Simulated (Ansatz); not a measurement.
Here is the system:

GaAs:
```
GaAs
1.0
    0.00000     2.83325     2.83325
    2.83325     0.00000     2.83325
    2.83325     2.83325     0.00000
As Ga
1 1
Direct
  0.75000   0.75000   0.75000
  0.00000   0.00000   0.00000
```

This is the r²SCAN-relaxed structure. Cartesian axes are those of the cell as given.

Problem. All from r²SCAN (plane waves, PAW; program Ansatz), unless another level is named. Estimate the zero-point energy.

Solution. 33.8 meV/atom.

Problem. Predict the Young's modulus.

Solution. 117 GPa.

Problem. Predict the piezoelectric stress constants (proper, relaxed ions, C/m²).

Solution. e14 = e25 = e36 = 0.25.

Space group F-43m (zinc blende). The r²SCAN relaxation kept the symmetry of its start; phonons on a q-mesh show no instability.

Potentials: the later of the program's two PAW sets.
